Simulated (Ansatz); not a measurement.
MgV$_{2}$O$_{4}$, several self-consistent solutions

```xyz
14
Lattice="0.0000 4.2100 4.2100 4.2100 0.0000 4.2100 4.2100 4.2100 0.0000" Properties=species:S:1:pos:R:3 pbc="T T T"
Mg    0.0000    0.0000    0.0000
Mg    2.1050    2.1050    2.1050
V     5.2625    5.2625    5.2625
V     5.2625    3.1575    3.1575
V     3.1575    3.1575    5.2625
V     3.1575    5.2625    3.1575
O     3.2333    3.2333    3.2333
O     7.2917    5.3383    5.3383
O     5.1867    5.1867    3.2333
O     5.3383    7.2917    5.3383
O     3.2333    5.1867    5.1867
O     7.2917    7.2917    7.2917
O     5.1867    3.2333    5.1867
O     5.3383    5.3383    7.2917
```

Method: r2SCAN in Ansatz 0.2.0, PAW datasets, plane waves to 500 eV, 6×6×6 Γ-centred mesh, fermi-dirac occupations of width 0.050 eV. The atoms are fixed and numbered as listed; spin is collinear, without spin-orbit coupling.

Different starts of the self-consistent cycle ended in different solutions. Their moments in μB:

```tsv
state	V3	V4	V5	V6	other atoms together	size of the net moment a cell
A	1.51	1.51	1.51	-1.44	0.09	4.00
B	1.55	1.55	1.55	1.55	0.14	8.00
C	0.00	0.00	0.00	0.00	0.00	0.00
```

Site moments are taken in small spheres that don't touch (radius about 0.4 of the atom's shortest bond), so those of the magnetic atoms read low, and they needn't add up to the net moment. State C was run without spin polarisation.

Q: Rank the states by energy at zero smearing.

A: State A (antiparallel, not compensated) comes first by a margin too small to trust; B (parallel moments) lies 0.5 meV above it, C (without moments) lies 239 meV above it, all counted an atom of the cell. The two lowest differ by only 1.7 meV for each atom with a column above, which mesh or functional could overturn.

Q: Which states have a gap on the mesh, and what pressure does each exert on this cell?

A: A: gap 0.29 eV, -1.8 GPa; B: a narrow gap at most, -1.3 GPa; C: no gap, -8.7 GPa (positive in compression). Moments take up room: without them the pressure is lower, so that state wants a smaller cell.

Q: What does magnetism gain here?

A: 239 meV an atom of the cell, or 837 meV for each V atom, against state C, which has none. A run without spin would miss this and give wrong energies and forces. That state isn't the paramagnet, which keeps its moments, so this is no ordering energy.

The cell is that of a Crystallography Open Database entry, unchanged.

Caveats: only orders that fit this cell and collinear spins were tried, so the true order may need a larger cell or canted moments; atoms and cell are not relaxed, and each state would relax in its own way; semilocal functionals without U often misplace the states of 3d oxides, halides and chalcogenides; the k mesh is coarse, so differences of a few meV are uncertain where a state is a metal; one start a pattern, so a lower state of the same pattern may exist; the nearest magnetic atoms form triangles, which frustrates antiparallel coupling, so the true order may be non-collinear or need another cell; the atoms stand off equilibrium, with forces up to 0.6 eV/Å.
